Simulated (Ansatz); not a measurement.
Ge2Sb2Te5 in space group P3m1 (No. 156; Pearson symbol hP9), PBE+D3(BJ) (plane waves, PAW; program Ansatz). The conduction-band minimum lies on the K–Γ line, 94 % of the way from K, with 6 equivalent valleys. Second derivatives d²E/dk² of the lowest band at one valley (eV·Å²), along Cartesian directions:

| direction | d²E/dk² |
|---|---|
| [100] | 64.62 |
| [010] | 152.9 |
| [001] | 1.923 |
| [110] | 108.6 |
| [101] | 33.31 |
| [011] | 87.41 |

**Question.** Find the principal effective masses, the density-of-states mass and the conductivity mass.

**Answer.** Off-diagonal terms follow from H_xy = H[110] − (H_xx + H_yy)/2, and m*/mₑ = 7.620 eV·Å² over each eigenvalue: 0.050, 0.12, 6.0. One valley's DOS mass (m₁m₂m₃)^(1/3) = 0.33, conductivity mass 3/(Σ 1/mᵢ) = 0.10 mₑ.

**Question.** What effective density of states Nc follows at 300 K for parabolic valleys?

**Answer.** Nc = 2.509e19 × 6 × (0.33)^(3/2) ≈ 2.9e19 cm⁻³.

The start of the workflow was typed in or built on a structure type; neither database checked (COD, Materials Project) lists it. It is not the phase usual at ambient conditions (space group No. 164). The PBE+D3(BJ) relaxation kept the symmetry of its start; whether a distortion lowers the energy is not shown. Spin–orbit coupling is left out wherever it is not named.

Potentials: the earlier of the program's two PAW sets.

Edges and masses are those of Kohn–Sham bands, whose gap is no quasiparticle gap.
